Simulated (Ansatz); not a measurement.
Method: r2SCAN, no spin polarisation; PAW, plane waves to 500 eV, 6×6×6 Γ-centred mesh, fermi-dirac occupations (width 0.0368 eV) (Ansatz 0.2.0), atoms fixed.

Computed maps in the lattice plane spanned by b (left to right, 5.07 Å, 15 points from zero) and c (bottom to top, 6.33 Å, 19 points from zero), 66° apart, at height 0.000 along a. The fields are smooth PAW ones with compensation charges, not the true ones near nuclei.

Valence density. Digits on a logarithmic scale: 0 up to 0.03 e/Å³, each further digit a factor of 1.6, 9 from 1.3 e/Å³ up:
```
999644332122469
898656654222346
565557887422345
544347999643456
864235899754589
996323678754699
998422356655699
999521234555579
998532456554457
565422579875334
333212599997422
222102589999532
332100369999632
333200146998643
333200013566544
543200000234566
864210000123589
996420000023699
998532100123589
```

ELF. Ten even steps from '0' (0.00) to '9' (1.00):
```
001111210000121
112114652000012
122115776100001
210016787500134
751004787510377
785001576300377
477300022100177
778500000000057
787500133100016
355300477751001
000000587786100
000000587467400
010000278778500
000000047887400
000000002554100
110000000011112
121000000001121
012100000001210
901200000000210
```

Q: The cell is Li₂HfGaF₈. Which atoms lie within 0.2 Å of this plane, and where (fractions of b and c)?

A: Ga at (0.00, 0.00), F at (0.61, 0.36), F at (0.99, 0.64). The whole cell:
```
CELL_PARAMETERS angstrom
0.00000 5.06561 0.00000
5.06561 0.00000 0.00000
2.53281 2.53281 -5.22047
ATOMIC_POSITIONS crystal
Li 0.50000 0.50000 0.00000
Ga 0.00000 0.00000 0.00000
F 0.55700 0.69790 0.17960
F 0.30210 0.73660 0.82040
F 0.26340 0.12250 0.17960
F 0.87750 0.44300 0.82040
F 0.00720 0.60900 0.35920
F 0.39100 0.36640 0.64080
F 0.63360 0.03180 0.35920
F 0.96820 0.99280 0.64080
Hf 0.25000 0.75000 0.50000
Li 0.75000 0.25000 0.50000
```

Origin: a known structure type with other elements, at an estimated volume, so it need not be a known compound. Caveats: many states at the Fermi level without spin polarisation, so a magnetic state may lie lower.
